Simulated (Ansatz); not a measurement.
CoSi$_{2}$ (fluorite type, space group Fm-3m)

```
CELL_PARAMETERS angstrom
      0.00000     2.68017     2.68017
      2.68017     0.00000     2.68017
      2.68017     2.68017     0.00000
ATOMIC_POSITIONS crystal
  Co 0.00000 0.00000 0.00000
  Si 0.25000 0.25000 0.25000
  Si 0.75000 0.75000 0.75000
```

Scan: atom 1 (Co, nearest neighbour Si at 2.321 Å; its periodic images, 3.8 Å or more away, move with it) is displaced along Cartesian x, direction (1.000, 0.000, 0.000) in Cartesian axes, by s. The other atoms stay.

Computed with PBE (plane waves to 420 eV, PAW, scalar-relativistic; Ansatz, a quantum-chemistry and plane-wave program). k mesh 12×12×12 (Γ-centred), Fermi-Dirac smearing 0.05 eV. Energies are smeared free energies. Stress and pressure are positive under compression. With partly filled bands, energies and forces of such displacements shift with the k mesh and the smearing. F∥ is the force on the atom along that direction. CoSi2 is run without spin polarisation. CoSi2 was relaxed with its symmetry unable to fall. The PAW data are Ansatz's earlier set. The zero of ΔE is the undisplaced structure.

| s (Å) | ΔE (meV/cell) | F∥ (eV/Å) | P (GPa) |
|---|---|---|---|
| -0.700 | [?] | 6.695 | 33.5 |
| -0.560 | 1772 | [?] | 22.9 |
| -0.420 | 1016 | [?] | 13.5 |
| -0.280 | 454 | 3.241 | [?] |
| -0.140 | 113 | 1.620 | 1.6 |
| 0.000 | 0 | 0.000 | 0.0 |
| 0.140 | 113 | -1.620 | 1.6 |
| 0.280 | 454 | -3.241 | [?] |
| 0.420 | 1016 | [?] | 13.5 |
| 0.560 | 1772 | [?] | 22.9 |
| 0.700 | [?] | -6.695 | 33.5 |

What belongs in the gaps?


- -0.700, ΔE (meV/cell): 2667
- -0.560, F∥ (eV/Å): 5.981
- -0.420, F∥ (eV/Å): 4.757
- -0.280, P (GPa): 6.2
- 0.280, P (GPa): 6.2
- 0.420, F∥ (eV/Å): -4.757
- 0.560, F∥ (eV/Å): -5.981
- 0.700, ΔE (meV/cell): 2667

(A displaced cell: forces are minus the slopes of the energy, force constants its curvatures, and phonons follow from these.)
